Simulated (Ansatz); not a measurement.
NbPS:
```xyz
6
Lattice="-1.6959 2.3436 5.9538 1.6959 -2.3436 5.9538 1.6959 2.3436 -5.9538" Properties=species:S:1:pos:R:3 pbc="T T T"
Nb     1.6959     0.0000     4.4660
Nb     0.0000     2.3436     1.4878
P      1.6959     1.1119     0.0000
P      0.0000     1.2317     5.9538
S      0.0000     0.0000     9.3849
S      0.0000     0.0000     2.5226
```

Relaxed with PBEsol. Special points in fractions of this cell's reciprocal vectors: Γ (0.000, 0.000, 0.000); X (0.500, 0.500, -0.500); F2 (0.270, 0.730, -0.270); Σ0 (-0.270, 0.270, 0.270); Y0 (0.289, -0.289, 0.289); U0 (0.711, 0.289, -0.289); R (0.000, 0.500, 0.000); W (0.250, 0.250, 0.250); S (0.500, 0.000, 0.000); T (0.000, 0.000, 0.500).

List the band energies nearest the Fermi level at these points for the program Ansatz at the PBEsol level (PAW).

In eV from the Fermi level; about four levels below and three above (degenerate sets whole), none deeper than 8.9 eV; points with the same levels are listed once.

```json
[
 {"k": "Γ", "below": "-1.95 -1.84 -1.42 -0.35", "above": "0.06 0.11 1.54"},
 {"k": "X", "below": "-1.65 -1.60 -1.51 -0.32", "above": "1.35 1.43 1.67"},
 {"k": "F2", "below": "-2.91 -2.79 -2.78 -0.34", "above": "0.90 1.20 1.52"},
 {"k": "Y0", "below": "-2.24 -1.73 -1.08 -0.23", "above": "0.07 1.09 1.52"},
 {"k": "R", "below": "-3.74 -2.72 -2.48 -0.39", "above": "1.03 1.54 1.70"},
 {"k": "W", "below": "-3.23 -2.74 -2.33 -0.14", "above": "0.56 1.18 1.87"},
 {"k": "S", "below": "-2.17 -1.97 -1.86 -0.57", "above": "0.72 1.04 1.89"},
 {"k": "T", "below": "-3.27 -2.56 -2.28 -0.07", "above": "0.50 1.10 1.95"}
]
```

Space group Immm. The workflow started from an entry of the Crystallography Open Database (COD). Its standing as an ambient phase is unchecked. Symmetry was held in the PBEsol relaxation; its stability against distortions is not shown here. The run is not spin-polarised. Scalar-relativistic: spin–orbit coupling is off unless named, which matters more the heavier the elements.

Potentials: the later of the program's two PAW sets.
